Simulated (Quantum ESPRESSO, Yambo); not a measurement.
Levels of theory for the gap of SiO2

SiO2 (space group I-42d, No. 122): one geometry, one set of norm-conserving PBEsol (Quantum ESPRESSO, 84 Ry, no spin-orbit coupling) orbitals, self-energies from Yambo (4×4×4 Γ-centred k mesh, 165 bands and a 8 Ry block in the screening, 165 bands in G with the Bruneval-Gonze terminator, plasmon pole fitted at 27.2 eV).

The geometry is that of Materials Project entry mp-546794, symmetrised and not relaxed again.

```
level                                                        gap Γ → Γ (eV)                   rough Yambo cost
-----------------------------------------------------------  --------------  ---------------------------------
PBEsol (Quantum ESPRESSO)                                              5.93                                  –
exchange only (Hartree-Fock self-energy on PBEsol orbitals)           16.05             about 1/10 (10 states)
static COHSEX@PBEsol                                                  10.38  within a factor of two (2 states)
G0W0@PBEsol, plasmon pole                                              8.92                      1 (10 states)
```

Bare exchange has no screening and gives the widest gap; static COHSEX screens it but leaves out the frequency dependence, which G0W0 restores.

Costs are rough ratios of core time on shared machines.

Nearest settings tried, and what they do to the gap: 104 bands in W, 104 bands in G: -3 meV; 7 Ry block (181 vectors against 255): -82 meV. Not varied: mesh. So the settings aren't converged at that level.

This is not the ordinary phase of the substance; no match was found in the copy of COD used, and its stability was not checked.
